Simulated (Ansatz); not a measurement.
Given:

TaC:
```cif
data_CTa
_chemical_formula_sum 'Ta1 C1'
_space_group_name_H-M_alt 'P 1'
_space_group_IT_number 1
_cell_length_a 2.76842
_cell_length_b 2.76842
_cell_length_c 2.76842
_cell_angle_alpha 90.000
_cell_angle_beta 90.000
_cell_angle_gamma 90.000
loop_
_space_group_symop_operation_xyz
  'x, y, z'
loop_
_atom_site_label
_atom_site_type_symbol
_atom_site_fract_x
_atom_site_fract_y
_atom_site_fract_z
_atom_site_occupancy
Ta1 Ta 0.00000 0.00000 0.00000 1
C1 C 0.50000 0.50000 0.50000 1
```

This is the PBEsol-relaxed structure.

Q: All from DFT-PBEsol in the program Ansatz with PAW potentials, unless another level is named. Give the density of states at the Fermi level.

A: 0.49 states/eV per atom (mean over ±0.08 eV).

Q: What about the formation energy from the elements (no fitted shifts)?

A: 0.35 eV/atom.

Q: What about the gap with spin–orbit coupling?

A: none (metallic).

Space group Pm-3m (CsCl type). The cell is a constructed one: a structure type filled with these elements; neither database checked (COD, Materials Project) lists it. It is not the phase usual at ambient conditions (space group No. 225). The cell was relaxed with PBEsol under the symmetry of its start. At this level the phase is mechanically unstable. No spin polarisation was allowed. The references are the lowest solids computed at this level, not always the standard phases. Scalar-relativistic: spin–orbit coupling is off unless named, which matters more the heavier the elements.

Potentials: the later of the program's two PAW sets.
